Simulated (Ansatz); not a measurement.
MoIr:
```
CELL_PARAMETERS angstrom
      2.76381     0.00000     0.00000
      0.00000     2.76381     0.00000
      0.00000     0.00000     3.92077
ATOMIC_POSITIONS crystal
  Ir 0.00000 0.00000 0.00000
  Mo 0.50000 0.50000 0.50000
```

Relaxed with PBE. Special points in fractions of this cell's reciprocal vectors: Γ (0.000, 0.000, 0.000); X (0.000, 0.500, 0.000); M (0.500, 0.500, 0.000); Z (0.000, 0.000, 0.500); R (0.000, 0.500, 0.500); A (0.500, 0.500, 0.500).

Q: List the band energies nearest the Fermi level at these points for the program Ansatz at the PBE level (PAW).

A: In eV from the Fermi level; about four levels below and three above (degenerate sets whole), none deeper than 8.9 eV; points with the same levels are listed once.

```csv
k,below,above
Γ,-2.53 -2.53 -2.11 -0.18,0.39 2.90 3.10
X,-2.88 -2.46 -1.91 -0.99,0.13 1.41 3.18
M,-6.53 -6.46 -5.90 -5.90,1.70 1.76 2.91 2.91
Z,-2.47 -1.36 -1.36 -0.54,0.09 0.74 0.74
R,-3.21 -2.80 -2.49 -1.73,0.17 0.82 1.67
A,-3.89 -3.89 -2.83 -2.83 -1.51,0.99 1.71 4.52
```

Space group P4/mmm (L1₀ or tetragonal B2). The start of the workflow was typed in or built on a structure type; neither database checked (COD, Materials Project) lists it. COD files the formula under space group No. 51. Its standing as an ambient phase is unchecked. The cell was relaxed with PBE under the symmetry of its start; whether a distortion lowers the energy is not shown. No spin polarisation was allowed. Spin–orbit coupling is left out wherever it is not named.

Potentials: the later of the program's two PAW sets.
